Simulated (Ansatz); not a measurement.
Mg₂Sn:
```
CELL_PARAMETERS angstrom
      5.72361     1.63381     0.00000
     -5.72361     1.63381     0.00000
     -3.08709     0.00000     7.21557
ATOMIC_POSITIONS crystal
  Mg 0.86538 0.13462 0.97294
  Mg 0.13462 0.86538 0.02706
  Mg 0.43613 0.56387 0.67475
  Mg 0.56387 0.43613 0.32525
  Sn 0.16980 0.83020 0.67678
  Sn 0.83020 0.16980 0.32322
```

Relaxed with LDA. Special points in fractions of this cell's reciprocal vectors: Γ (0.000, 0.000, 0.000); C (0.274, 0.274, 0.000); C2 (-0.274, 0.726, 0.000); Y2 (-0.500, 0.500, 0.000); M2 (-0.500, 0.500, 0.500); D (-0.260, 0.740, 0.500); D2 (0.260, 0.260, 0.500); A (0.000, 0.000, 0.500); L2 (0.000, 0.500, 0.500); V2 (0.000, 0.500, 0.000).

Q: List the band energies nearest the Fermi level at these points for DFT-LDA in the program Ansatz with PAW potentials.

A: In eV from the Fermi level; about four levels below and three above (degenerate sets whole), none deeper than 8.9 eV; points with the same levels are listed once.

```json
[
 {"k": "Γ", "below": "-3.56 -3.42 -3.25 -2.91", "above": "0.82 2.28 2.54"},
 {"k": "C", "below": "-2.55 -1.42 -0.55 0.00", "above": "0.48 0.95 1.39"},
 {"k": "Y2", "below": "-5.92 -5.37 -3.14 -2.98", "above": "0.07 1.32 1.97"},
 {"k": "M2", "below": "-5.81 -5.52 -3.25 -2.98", "above": "0.07 1.48 1.99"},
 {"k": "D", "below": "-2.60 -2.52 -1.09 -0.65", "above": "0.18 0.56 1.50"},
 {"k": "A", "below": "-1.97 -1.85 -1.20 -0.69", "above": "0.38 4.36 4.91"},
 {"k": "L2", "below": "-2.34 -0.79 -0.55 -0.12", "above": "0.22 1.28 1.81"},
 {"k": "V2", "below": "-1.71 -1.50 -0.53 -0.19", "above": "1.68 1.72 3.00"}
]
```

Space group C2/m. The workflow started from a Materials Project entry (that database holds measured and hypothetical structures alike); the Crystallography Open Database copy checked does not list it. COD files the formula under space group No. 225, 227, so this cell is another polymorph or a model. Whether it is the stable phase at ambient conditions was not checked. The LDA relaxation kept the symmetry of its start; whether a distortion lowers the energy is not shown. Spin–orbit coupling is left out wherever it is not named.

Potentials: the later of the program's two PAW sets.
